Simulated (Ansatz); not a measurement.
An elastic constant from a strain scan in FePt

The calculation used Ansatz 0.2.0, DFT PBEsol, scalar-relativistic, plane waves, PAW. The runs took a 420 eV cutoff, a Γ-centred 22×22×16 mesh and Gaussian smearing (0.15 eV). Spin–orbit coupling is left out, which matters for the heavy elements here. Collinear spins, started from moments 3.2, 0.4 μB in atom order; the magnetic state may not be the lowest. Energies are free energies at this smearing, counted from the undisturbed cell; pressure is positive in compression.

The undisturbed cell (relaxed at this level; with this scan's settings it stands at 0.1 GPa; it needn't be the usual structure):

```yaml
crystal:
  lattice:
    - [2.68680, 0.00000, 0.00000]
    - [0.00000, 2.68680, 0.00000]
    - [0.00000, 0.00000, 3.71728]
  atoms:
    - { symbol: Fe, position: [0.50000, 0.50000, 0.50000] }
    - { symbol: Pt, position: [0.00000, 0.00000, 0.00000] }
```

The cell is strained by ε times the Voigt pattern (0, 0, 0, 0, 0, 1) (xx, yy, zz, yz, xz, xy; engineering shear) with fractional coordinates fixed. The cell holds 2 atoms in V0 = 26.83 Å³. The stress column is τ = (1/V0) dE/dε, got from the stress tensor σ (compression positive) at each point as −det(1 + εP) σ : P(1 + εP)⁻¹, with P the pattern as a tensor.

| ε | ΔE (meV/atom) | τ (GPa) |
| --- | --- | --- |
| -0.0875 | 20.000 | -5.490 |
| -0.0750 | 14.672 | -4.692 |
| -0.0500 | 6.499 | -3.119 |
| -0.0250 | 1.615 | -1.548 |
| 0.0000 | 0.000 | 0.000 |
| 0.0250 | 1.615 | 1.548 |
| 0.0500 | 6.499 | 3.119 |
| 0.0750 | 14.672 | 4.692 |
| 0.0875 | 20.000 | 5.490 |
| 0.1000 | ? | ? |

Problem. Which combination of elastic constants does this scan measure, and how large is it?

Solution. For small ε, τ = τ0 + Kε with K = pᵀCp, which for this pattern is C66 in the Cartesian frame shown. The parabola through τ at ε = -0.0250, 0 and 0.0250 has slope K = 62 GPa at zero. The energies per cell, E = NΔE, of the same two points give K = 2[E(ε₊)/ε₊ − E(ε₋)/ε₋]/[(ε₊ − ε₋)V0] = 62 GPa, in agreement.

Problem. Predict the withheld row at ε = 0.1000 from the harmonic law, and compare.

Solution. ΔE = V0(τ0 ε + Kε²/2)/N = 25.929 meV/atom and τ = 6.19 GPa. The calculation gives 26.168 meV/atom and 6.29 GPa, a miss of 0.9 % of the harmonic energy, so the harmonic law still holds here.

In a metal these slopes depend on the k mesh and the smearing.